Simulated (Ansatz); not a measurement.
Ti₅Ge₃:
```
Ti5Ge3
1.0
    7.49779     0.00000     0.00000
   -3.74890     6.49328     0.00000
    0.00000     0.00000     5.14652
Ge Ti
6 10
Cartesian
  4.57429   0.00000   1.28663
  2.28714   3.96145   3.85989
 -2.28714   3.96145   1.28663
  2.92350   0.00000   3.85989
  1.46175   2.53183   1.28663
 -1.46175   2.53183   3.85989
  0.00000   4.32885   0.00000
  3.74890   2.16443   2.57326
  3.74890   2.16443   0.00000
  0.00000   4.32885   2.57326
  1.87706   0.00000   1.28663
  0.93853   1.62558   3.85989
 -0.93853   1.62558   1.28663
  5.62074   0.00000   3.85989
  2.81037   4.86770   1.28663
 -2.81037   4.86770   3.85989
```

Relaxed with PBEsol. Special points in fractions of this cell's reciprocal vectors: Γ (0.000, 0.000, 0.000); M (0.500, 0.000, 0.000); K (0.333, 0.333, 0.000); A (0.000, 0.000, 0.500); L (0.500, 0.000, 0.500); H (0.333, 0.333, 0.500).

### Question
List the band energies nearest the Fermi level at these points for DFT-PBEsol in the program Ansatz with PAW potentials.

### Answer
In eV from the Fermi level; about four levels below and three above (degenerate sets whole), none deeper than 8.9 eV; points with the same levels are listed once.

```json
[
 {"k": "Γ", "below": "-1.02 -0.61 -0.59 -0.59", "above": "0.30 0.30 0.33 0.33"},
 {"k": "M", "below": "-0.64 -0.62 -0.35 -0.18", "above": "0.08 0.47 0.49"},
 {"k": "K", "below": "-0.58 -0.58 -0.46 -0.02 -0.02", "above": "0.55 0.55 0.58"},
 {"k": "A", "below": "-0.86 -0.86 -0.86 -0.86", "above": "0.29 0.29 0.38 0.38 0.38 0.38"},
 {"k": "L", "below": "-0.39 -0.39 -0.12 -0.12", "above": "0.53 0.53 0.55 0.55"},
 {"k": "H", "below": "-0.51 -0.51 -0.51 -0.51 -0.17 -0.17", "above": "0.40 0.40 0.40 0.40"}
]
```

Space group P6_3/mcm. The workflow started from an entry of the Crystallography Open Database (COD). Whether it is the stable phase at ambient conditions was not checked. Symmetry was held in the PBEsol relaxation; its stability against distortions is not shown here. The run is not spin-polarised. Scalar-relativistic: spin–orbit coupling is off unless named, which matters more the heavier the elements.

Potentials: the later of the program's two PAW sets.
